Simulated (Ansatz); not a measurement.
One crystal and one scan (scan of one atom of the cell) at two levels, PBE (plane waves to 420 eV, PAW, scalar-relativistic; Ansatz, a first-principles code) and r2SCAN (plane waves to 500 eV, PAW, scalar-relativistic; Ansatz), each from its own relaxed cell and on its own mesh.

The crystal is TiSi2 (C54 type, space group Fddd); one Ti atom of a 6-atom cell moves by s along Cartesian [110], with its periodic images.

Energies are smeared free energies. TiSi2 is run without spin polarisation. TiSi2 was relaxed with its symmetry unable to fall. (PBE) Left out: 2 of 11 points, with atoms too close for the PAW data. (r2SCAN) Left out: 2 of 11 points, with atoms too close for the PAW data. With partly filled bands, energies and forces of such displacements shift with the k mesh and the smearing.

```
quantity                                                          run 1  run 2
----------------------------------------------------------------  -----  -----
Lattice constant a (Å)                                            4.779  4.806
Lattice constant b (Å)                                            8.230  8.265
Lattice constant c (Å)                                            8.521  8.565
Relaxed volume (Å³/atom)                                          13.96  14.18
Force constant k = d²E/ds² at s = 0 (finite differences) (eV/Å²)  11.90  10.81
```

**Question.** Which run is which level?

**Answer.** Run 2 is PBE, run 1 is r2SCAN. PBE gives the higher value for: lattice constant a; lattice constant b; lattice constant c; relaxed volume. PBE gives the lower value for: force constant k = d²E/ds² at s = 0. Both give the same shape of the curve: a single well with its minimum at or next to zero displacement.

(A displaced cell: forces are minus the slopes of the energy, force constants its curvatures, and phonons follow from these.)
